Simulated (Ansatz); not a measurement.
**Structures of TaPb2: which is lowest?**

Plane-wave DFT in Ansatz with scalar-relativistic PAW potentials, cutoff 420 eV, Γ-centred meshes chosen by cell and gap, Gaussian smearing with energies taken to zero width. Every cell was relaxed (cell and atoms) in a run of its own, within the symmetry of its start. Functional: PBE.

Relaxed structures (starts from databases or built by putting these elements on another compound's sites):
A. I4/mmm, 3 atoms in the computed cell, a = 3.772 Å, c = 9.954 Å; sites (symmetry × multiplicity) Ta 4/mmm × 2, Pb 4mm × 4; start: built
B. P6/mmm, 3 atoms in the computed cell, a = 5.394 Å, c = 2.999 Å; sites (symmetry × multiplicity) Ta 6/mmm × 1, Pb -6m2 × 2; start: built

Question: Rank them by energy. Could pressure change the order?

Answer:
```tsv
structure	group	E − E(lowest) (meV/atom)	V (Å³/atom)	gap on mesh (eV)
A	I4/mmm	0.0	23.60	0.00
B	P6/mmm	253	25.19	0.00
```

A is lowest, 253 meV/atom under B. The lowest is also the densest of these, so pressure wouldn't bring one of the others in at first order. Other structures may lie lower than all of these, and vibrations aren't counted.

Spin-orbit coupling is left out, which matters for the bands of heavy elements. For Tl, Pb and Bi spin-orbit coupling shifts energies too.